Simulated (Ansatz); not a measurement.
Cr2C:
```
Cr2C
1.0
    3.12299     0.00000     0.00000
    0.00000     3.12299     0.00000
    0.00000     0.00000     5.65843
Cr C
4 2
Direct
  0.00000   0.00000   0.00000
  0.50000   0.50000   0.00000
  0.50000   0.00000   0.35665
  0.00000   0.50000   0.64335
  0.50000   0.00000   0.71840
  0.00000   0.50000   0.28160
```
The run is spin-polarised; directions of the spins, atom by atom: 0 0 ↑ ↑ 0 0.

Relaxed with PBE. Special points in fractions of this cell's reciprocal vectors: Γ (0.000, 0.000, 0.000); X (0.000, 0.500, 0.000); M (0.500, 0.500, 0.000); Z (0.000, 0.000, 0.500); R (0.000, 0.500, 0.500); A (0.500, 0.500, 0.500).

Question: List the band energies nearest the Fermi level at these points for PBE (plane waves, PAW; program Ansatz).

Answer: In eV from the Fermi level; about four levels below and three above (degenerate sets whole), none deeper than 8.9 eV; points with the same levels are listed once.

| k | below | above |
|---|---|---|
| Γ ↑ | -1.31 -1.31 -0.79 -0.47 | 0.19 1.06 1.06 |
| X ↑ | -0.23 -0.23 -0.05 -0.05 | 0.46 0.46 0.73 0.73 |
| M ↑ | -1.69 -1.69 -0.01 -0.01 | 0.16 0.16 0.32 0.32 |
| Z ↑ | -1.24 -1.24 -0.89 -0.14 | 0.28 0.50 0.50 |
| R ↑ | -0.69 -0.69 -0.12 -0.12 | 0.59 0.59 0.78 0.78 |
| A ↑ | -2.78 -2.78 -2.38 -2.38 | 0.15 0.15 0.23 0.23 |
| Γ ↓ | -0.97 -0.97 -0.72 -0.37 | 0.12 0.64 1.28 1.28 |
| X ↓ | -1.50 -1.50 -0.13 -0.13 | 0.26 0.26 0.91 0.91 |
| M ↓ | -2.24 -2.24 -1.61 -1.61 | 0.07 0.07 0.88 0.88 |
| Z ↓ | -1.73 -0.97 -0.97 -0.46 | 0.53 0.58 0.58 |
| R ↓ | -0.76 -0.76 -0.66 -0.66 | 0.12 0.12 0.97 0.97 |
| A ↓ | -2.82 -2.82 -2.07 -2.07 | 0.29 0.29 0.87 0.87 |

Space group P4/nmm. A made-up cell: these elements were put on the sites of a structure type; neither database checked (COD, Materials Project) lists it. Whether it is the stable phase at ambient conditions was not checked. The cell was relaxed with PBE under the symmetry of its start; whether a distortion lowers the energy is not shown. The final state is ferromagnetic, chosen from 2 collinear starts compared on coarse meshes (ties went to the first, and starts can fall back to one state), not a proven ground state.

Potentials: the later of the program's two PAW sets.
